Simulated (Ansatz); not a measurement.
The start is a relaxed La2O3 cell with every coordinate shifted by Gaussian noise of σ = 0.3 Å. A full variable-cell relaxation at zero pressure is run with r2SCAN (plane waves to 500 eV, PAW, scalar-relativistic; Ansatz, a quantum-chemistry and plane-wave program). The first steps use a coarse 7×7×4 k-mesh.

The start:
```yaml
crystal:
  lattice:
    - [3.93519, 0.00000, 0.00000]
    - [-1.96759, 3.40797, 0.00000]
    - [0.00000, 0.00000, 6.12567]
  atoms:
    - { symbol: La, position: [0.37700, 0.71620, 0.26847] }
    - { symbol: La, position: [0.52619, 0.16651, 0.78010] }
    - { symbol: O, position: [0.88537, 0.78355, 0.02327] }
    - { symbol: O, position: [0.23977, 0.61591, 0.61217] }
    - { symbol: O, position: [0.71004, 0.39985, 0.36203] }
```

Task: How large is the pressure on the unrelaxed cell, and of which sign?

Result: +8.4 GPa (positive: the cell is compressed).

Task: Does it find its way back to the structure it was made from?

Result: The parent structure is recovered, P-3m1 (No. 164).

Task: How do the shortest distances between atoms change?

Result: The closest pairs of elements (up to four, under 3.6 Å), start → end: La–O 2.14 → 2.37 Å; O–O 2.38 → 2.89 Å; La–La 3.38 → 3.78 Å.

Final values are on a 10×10×6 k-mesh of the relaxed cell. No spin polarisation in the result.
